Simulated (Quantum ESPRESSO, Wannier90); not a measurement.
## Wannierisation of GaS (R-3m)

Materials Project entry mp-9889; symmetrised, unrelaxed at this level. Not found in the COD (Crystallography Open Database) copy used, which has the formula in other groups; not checked further. Computed values, not measurements, from LDA: Quantum ESPRESSO (norm-conserving PseudoDojo potentials, cutoff 64 Ry, no spin polarisation, no spin-orbit coupling) on a Γ-centred 8×8×8 mesh, then Wannier90. Density: 10×10×10 mesh, cold smearing 0.01 Ry. The cell is built of weakly bound layers, chains or molecules, whose nearest atoms lie 4.00 Å apart. Database cells relaxed without dispersion often hold them too far apart, which can enlarge gaps and weakens couplings between them; spacing and stacking were not compared with the measured crystal.

```
begin unit_cell_cart
ang
   -1.8018249034    3.1208522790    0.0000000000
   -3.6036498067    0.0000000000    0.0000000000
   -1.8018249034    1.0402840930    7.9893070000
end unit_cell_cart
mp_grid = 8 8 8
```

Neighbour vectors b of the finite-difference formula (Å⁻¹), by shell:

| shell | b_x | b_y | b_z |
|---|---|---|---|
| 1 | 0.00000 | 0.00000 | 0.09831 |
| 1 | 0.00000 | 0.00000 | -0.09831 |
| 2 | -0.21794 | -0.12583 | -0.03277 |
| 2 | 0.00000 | 0.25166 | -0.03277 |
| 2 | -0.21794 | 0.12583 | 0.03277 |
| 2 | 0.21794 | 0.12583 | 0.03277 |
| 2 | 0.00000 | -0.25166 | 0.03277 |
| 2 | 0.21794 | -0.12583 | -0.03277 |

**Question.** Find the weights w_b from the completeness condition Σ_b w_b b_α b_β = δ_αβ.

**Answer.** Shell 1: Σ b_x² = 0.000, Σ b_y² = 0.000, Σ b_z² = 0.019 Å⁻²
Shell 2: Σ b_x² = 0.190, Σ b_y² = 0.190, Σ b_z² = 0.006 Å⁻²
Each of the three diagonal sums, weighted, has to give 1 and the off-diagonal ones 0, which holds for w_1 = 50.0 Å², w_2 = 5.26 Å². Check on xx: 49.98×0.000 + 5.26×0.190 = 1.00.

On this mesh the 9 functions of bands 11-19 (valence bands; start: s functions at random places, conv_tol = 1.0e-6) end with spreads 1.7026, 1.7562, 1.7563, 1.7577, 1.7562, 1.7555, 1.7567, 1.7027, 2.1825 Å², Ω_I = 14.8452 Å² and Ω_D = 0.0222 Å².

Ω_total is the sum of the spreads, 16.126 Å². Ω_OD = Ω_total − Ω_I − Ω_D = 1.259 Å². Only (Ω_D + Ω_OD)/Ω_total = 7.9 % depends on the gauge, and another start could lower the total by that share at most. The rms radius is √(Ω_total/9) = 1.34 Å.
